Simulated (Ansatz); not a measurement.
Input:

Re:
```cif
data_Re9
_chemical_formula_sum 'Re9'
_space_group_name_H-M_alt 'R-3m :H'
_space_group_IT_number 166
_space_group_name_Hall '-R 3 2"'
_cell_length_a 2.73947
_cell_length_b 2.73947
_cell_length_c 19.85796
_cell_angle_alpha 90.000
_cell_angle_beta 90.000
_cell_angle_gamma 120.000
loop_
_atom_site_label
_atom_site_type_symbol
_atom_site_symmetry_multiplicity
_atom_site_Wyckoff_symbol
_atom_site_fract_x
_atom_site_fract_y
_atom_site_fract_z
_atom_site_occupancy
Re1 Re 3 a 0.00000 0.00000 0.00000 1
Re2 Re 6 c 0.00000 0.00000 0.22216 1
```
(The calculation used a cell of 3 atoms; values per cell refer to that cell.)

This is the LDA-relaxed structure.

### Question
All from the program Ansatz at the LDA level (PAW), unless another level is named. Estimate the highest zone-centre frequency.

### Answer
191 cm^-1.

### Question
What about the bulk modulus (Birch–Murnaghan fit)?

### Answer
4030 kbar.

The first step of the workflow began from a Materials Project structure, measured or hypothetical; the Crystallography Open Database copy checked does not list it. It is not the phase usual at ambient conditions (space group No. 194). The cell was relaxed with LDA under the symmetry of its start; of distortions, only those at the zone centre were tested. No spin polarisation was allowed. As this level gives no gap, phonon frequencies hold no LO–TO term and depend on the k-mesh and smearing (Fermi–Dirac, 0.1 eV here). Spin–orbit coupling is left out wherever it is not named.

Potentials: the later of the program's two PAW sets.
